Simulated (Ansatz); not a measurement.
Input for Ansatz (plane-wave DFT, PAW):

```yaml
crystal:
  lattice:
    - [7.5013146777, 0.0, 0.0]
    - [-3.7506573389, 6.4963290727, 0.0]
    - [0.0, 0.0, 22.5935983401]
  atoms:
    - { symbol: Si, position: [0.5, 0.5, 0.354082598] }
    - { symbol: Si, position: [0.5, 0.0, 0.354082598] }
    - { symbol: Si, position: [0.0, 0.5, 0.354082598] }
    - { symbol: Si, position: [0.0, 0.0, 0.354082598] }
    - { symbol: Co, position: [0.3333333333, 0.1666666667, 0.3879682905] }
    - { symbol: Co, position: [0.3333333333, 0.6666666667, 0.3879682905] }
    - { symbol: Co, position: [0.8333333333, 0.1666666667, 0.3879682905] }
    - { symbol: Co, position: [0.8333333333, 0.6666666667, 0.3879682905] }
    - { symbol: Si, position: [0.6666666667, 0.3333333333, 0.4218539829] }
    - { symbol: Si, position: [0.6666666667, 0.8333333333, 0.4218539829] }
    - { symbol: Si, position: [0.1666666667, 0.3333333333, 0.4218539829] }
    - { symbol: Si, position: [0.1666666667, 0.8333333333, 0.4218539829] }
    - { symbol: Si, position: [0.8336478692, 0.6667908759, 0.4881822405] }
    - { symbol: Si, position: [0.8334740241, 0.1666994262, 0.4881060671] }
    - { symbol: Si, position: [0.3332903031, 0.6667739775, 0.4881880099] }
    - { symbol: Si, position: [0.3332292785, 0.1663399206, 0.4882027673] }
    - { symbol: Co, position: [0.6667098532, 0.3334335637, 0.5249383924] }
    - { symbol: Co, position: [0.66672761, 0.833191354, 0.5249911408] }
    - { symbol: Co, position: [0.1668427237, 0.3333797419, 0.5249623061] }
    - { symbol: Co, position: [0.1667022562, 0.8332108517, 0.5253491763] }
    - { symbol: Si, position: [-0.0003688739, 0.4991214621, 0.5562603224] }
    - { symbol: Si, position: [-0.0002151368, 0.0005331352, 0.5562077784] }
    - { symbol: Si, position: [0.499996456, 0.4998830245, 0.556323778] }
    - { symbol: Si, position: [0.5012844001, 0.0006932305, 0.5561199351] }
    - { symbol: Cl, position: [0.1759174328, 0.8457754678, 0.6988999819] }
    - { symbol: H, position: [0.1700040216, 0.8364824257, 0.6408296572] }
basis:
  ecutwfc: 420
kpoints:
  mp_grid: { grid: [3, 3, 1] }
hamiltonian:
  xc: pbe
  dispersion: d3bj
scf:
  occupations: { method: gaussian, width: 0.1 }
output:
  forces: true
  eigenvalues: true
  write_density: true
  volumetric_format: npy
efield:
  axis: 3
  dipole_correction: true
  ramp_width: 0.04
```

Launched with
```bash
ansatz run input.yaml --threads 8 --pin off --max-ram 20480MiB --backend cpu --events-out ev --progress --plain --runs-dir out
```

These are results of DFT PBE+D3(BJ), scalar-relativistic, plane waves, PAW in Ansatz 0.2.0, not measurements.

Abridged output (final results; tables in files aren't shown):

```
SCF 1 converged in 11 iterations: F = -52288.364404 eV  dr2 = 3.48e-8
SCF converged after 11 iterations
Free energy (F): -52288.364404 eV
Harris-Foulkes:  -52288.364404 eV  (|F-HF|=1.31e-7)
Internal energy: -52288.316341 eV  (E = F + TS)
E sigma→0 (E₀):  -52288.340372 eV
Entropy (-TS):   -0.048064 eV (-1.849 meV/atom)
Fermi energy:    -0.126193 eV
Dipole field:    D = -0.042354 V/Å  (p = -0.257703 e·Å, saw-weighted, corrected)
Work function:   Φ+ = 5.8963 eV   Φ− = 4.9393 eV
Levels:          The Fermi level and band energies are counted from a zero that moves with the ramp; work functions are not
--- Per-component energies (eV) ---
  E_band       = -4879.154209
  E_kinetic    = 4519.812059
  E_local      = -188297.302923  (includes V_loc(G=0)·N_el)
  E_nonlocal   = 4056.927540
  E_hartree    = 90686.446061
  E_xc         = -2291.363437
  E_vxc        = -2550.307382  (∫ρ·V_xc dr)
  E_paw        = -20992.127165  (= ΣΔE_a)
  E_vpaw       = -3968.978415  (= ΣTr[D̂ρ^β])
  E_aug_tail   = -0.000168  (compensation charges beyond the density's cutoff)
  E_efield     = 0.005457  (sawtooth field / dipole correction)
  E_vefield    = -12.204898  (∫n·V_field dr)
  E_ewald      = 60036.631707
  E_disp       = -7.345473  (pairwise vdW)
  E_smearing   = -0.048064  (= −TS)
--- Forces (eV/Å), atoms counted from 1 ---
  atom   1  Si     0.00027418    -0.00042105     0.29883442
  atom   2  Si     0.00113025     0.00106248     0.29891765
  atom   3  Si     0.00044770    -0.00068244     0.29934517
  atom   4  Si    -0.00019842     0.00104363     0.29894885
  atom   5  Co    -0.00048585    -0.00651102    -0.68501024
  atom   6  Co    -0.00410168     0.00262641    -0.68569962
  atom   7  Co     0.00049362    -0.00039079    -0.68920332
  atom   8  Co     0.00508616     0.00354337    -0.68748697
  atom   9  Si    -0.00558793     0.00329215     0.38290156
  atom  10  Si     0.00123179    -0.00712763     0.38700513
  atom  11  Si     0.00825806     0.00359146     0.38404285
  atom  12  Si     0.00137407    -0.00055021     0.39861035
  atom  13  Si     0.00052287     0.00083287     0.00097622
  atom  14  Si    -0.00130773    -0.00123118    -0.00158971
  atom  15  Si     0.00084136    -0.00025984     0.00120945
  atom  16  Si    -0.00029017     0.00216327    -0.00191824
  atom  17  Co     0.00006172     0.00278738     0.00260490
  atom  18  Co     0.00087634     0.00013730    -0.00344221
  atom  19  Co     0.00032463     0.00206940     0.00201293
  atom  20  Co     0.00500902     0.00748582     0.00484690
  atom  21  Si    -0.00020825    -0.00267125    -0.00558835
  atom  22  Si    -0.00702869    -0.00377739    -0.00299432
  atom  23  Si     0.00125147     0.00284507     0.00195840
  atom  24  Si    -0.00691786    -0.00985120     0.00250379
  atom  25  Cl    -0.00017627    -0.00419427    -0.02809443
  atom  26  H     -0.00088096     0.00418741     0.02622383
--- Band table (eV; the first three rows and the last of 5) ---
  k-point 0: bands = ["-94.8177", "-94.8152", "-94.8151", "-94.8150", "-94.7984", "-94.7923", "-94.7921", "-94.7914", "-58.1731", "-58.1730", "-58.1714", "-58.1706", "-58.1705", "-58.1700", "-58.1695", "-58.1694", "-58.1678", "-58.1671", "-58.1655", "-58.1647", "-58.1643", "-58.1638", "-58.1633", "-58.1629", "-58.0576", "-58.0545", "-58.0543", "-58.0540", "-58.0051", "-57.9933", "-57.9930", "-57.9922", "-15.4738", "-12.6963", "-10.6643", "-9.7595", "-9.7496", "-9.7489", "-9.2190", "-9.2174", "-9.2134", "-7.8899", "-7.8884", "-7.8871", "-7.3640", "-7.1517", "-7.1296", "-7.1288", "-6.1236", "-5.4627", "-5.4613", "-5.4568", "-4.1643", "-4.1635", "-4.1630", "-3.9647", "-3.9637", "-3.8158", "-3.8 ...
  k-point 1: bands = ["-94.8177", "-94.8151", "-94.8151", "-94.8150", "-94.7984", "-94.7923", "-94.7921", "-94.7914", "-58.1729", "-58.1728", "-58.1711", "-58.1707", "-58.1704", "-58.1701", "-58.1699", "-58.1695", "-58.1676", "-58.1670", "-58.1652", "-58.1648", "-58.1644", "-58.1640", "-58.1633", "-58.1632", "-58.0576", "-58.0545", "-58.0543", "-58.0540", "-58.0051", "-57.9933", "-57.9930", "-57.9922", "-15.4737", "-12.3194", "-11.2207", "-10.2893", "-10.1848", "-10.1819", "-9.2333", "-8.4981", "-8.4962", "-7.9430", "-7.9422", "-7.3959", "-7.1723", "-6.9721", "-6.9698", "-6.3803", "-6.0996", "-5.3844", "-5.3799", "-5.1931", "-5.0319", "-4.6450", "-4.6355", "-4.1773", "-3.9995", "-3.9940", "- ...
  k-point 2: bands = ["-94.8177", "-94.8151", "-94.8151", "-94.8150", "-94.7984", "-94.7923", "-94.7921", "-94.7914", "-58.1730", "-58.1727", "-58.1711", "-58.1706", "-58.1705", "-58.1701", "-58.1699", "-58.1695", "-58.1677", "-58.1669", "-58.1654", "-58.1646", "-58.1642", "-58.1639", "-58.1636", "-58.1631", "-58.0576", "-58.0544", "-58.0544", "-58.0540", "-58.0051", "-57.9933", "-57.9930", "-57.9922", "-15.4737", "-12.3194", "-11.2207", "-10.2893", "-10.1853", "-10.1816", "-9.2331", "-8.4984", "-8.4966", "-7.9440", "-7.9405", "-7.3956", "-7.1722", "-6.9722", "-6.9686", "-6.3800", "-6.1007", "-5.3855", "-5.3805", "-5.1925", "-5.0328", "-4.6451", "-4.6349", "-4.1776", "-3.9995", "-3.9937", "- ...
  k-point 4: bands = ["-94.8177", "-94.8151", "-94.8151", "-94.8150", "-94.7984", "-94.7923", "-94.7921", "-94.7914", "-58.1729", "-58.1728", "-58.1711", "-58.1707", "-58.1704", "-58.1701", "-58.1699", "-58.1695", "-58.1676", "-58.1670", "-58.1651", "-58.1648", "-58.1643", "-58.1640", "-58.1637", "-58.1629", "-58.0576", "-58.0544", "-58.0544", "-58.0540", "-58.0051", "-57.9933", "-57.9930", "-57.9922", "-15.4737", "-12.3194", "-11.2208", "-10.2893", "-10.1846", "-10.1817", "-9.2332", "-8.4980", "-8.4967", "-7.9439", "-7.9414", "-7.3961", "-7.1724", "-6.9727", "-6.9696", "-6.3789", "-6.1001", "-5.3851", "-5.3796", "-5.1929", "-5.0316", "-4.6453", "-4.6351", "-4.1776", "-3.9993", "-3.9938", "- ...
```

The calculation finished and met its thresholds.

The run took 19 s on 8 threads of Arm Neoverse V1, with other jobs on the host, peak memory 3.2 GiB.